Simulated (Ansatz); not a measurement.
## TaTlO$_{3}$: relaxed-ion elastic tensor

Theory: DFT PBEsol, scalar-relativistic, plane waves, PAW (Ansatz). Settings: 420 eV plane-wave cutoff, Γ-centred 10×10×10 mesh, fixed occupations. No spin polarisation.

The cell is fixed (symmetry leaves no force on the atoms) and stands under -0.1 GPa:
```yaml
crystal:
  lattice:
    - [4.03410, 0.00000, 0.00000]
    - [0.00000, 4.03410, 0.00000]
    - [0.00000, 0.00000, 4.03410]
  atoms:
    - { symbol: Tl, position: [0.00000, 0.00000, 0.00000] }
    - { symbol: Ta, position: [0.50000, 0.50000, 0.50000] }
    - { symbol: O, position: [0.50000, 0.50000, 0.00000] }
    - { symbol: O, position: [0.50000, 0.00000, 0.50000] }
    - { symbol: O, position: [0.00000, 0.50000, 0.50000] }
```

The cell is the ideal cubic perovskite prototype; whether it is the stable structure of this composition wasn't checked. Spin–orbit coupling is left out, which can shift energies with elements as heavy as these.

(1) Give the relaxed-ion elastic constants (GPa, Voigt order xx yy zz yz xz xy, on the axes of the cell above).

(2) Is the crystal stable against homogeneous strain?

(3) And the moduli of a polycrystal (Hill averages)?

Answers

(1)
C11 = 403.7, C12 = 105.9, C13 = 105.9, C22 = 403.7, C23 = 105.9, C33 = 403.7, C44 = 90.2, C55 = 90.2, C66 = 90.2 GPa; the others vanish.

(2) Yes: the least eigenvalue of the tensor is 90.2 GPa.

(3) B = 205 GPa, G = 110 GPa, E = 281 GPa, ν = 0.27.

Symmetry holds off the tilts and polar distortions that many cubic perovskites undergo.

Cost: 1 run of about 0.62 core-minutes, on Intel Xeon 6975P-C (Granite Rapids) (shared hosts).